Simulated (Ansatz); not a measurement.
Al$_{2}$Ru under pressure

Method: Ansatz 0.2.0, DFT LDA, scalar-relativistic, plane waves, PAW. Cutoff 420 eV, 10×10×10 k-points (Γ-centred), Gaussian smearing of 0.01 eV. No spin polarisation. Phonons by linear response, acoustic sum rule imposed.

Relaxed structure:
```
Al Ru
1.0
     0.00000    3.95797    4.35080
     2.33227    0.00000    4.35080
     2.33227    3.95797    0.00000
Al Ru
4 2
Direct
  0.07886 0.42114 0.07886
  0.42114 0.07886 0.42114
  0.17114 0.82886 0.17114
  0.82886 0.17114 0.82886
  0.75000 0.75000 0.75000
  0.50000 0.50000 0.50000
```

Optical modes at Γ (cm⁻¹) at zero pressure: 135, 183, 211, 228, 245, 247, 248, 271, 302, 351, 357, 386, 397, 418, 475.

Q: Under hydrostatic pressure the same modes lie at 143, 196, 216, 237, 260, 261, 266, 282, 321, 370, 377, 404, 415, 435, 494 cm⁻¹. What is the pressure, and how much has the cell shrunk?

A: 6 GPa; the volume is 2.9 % smaller.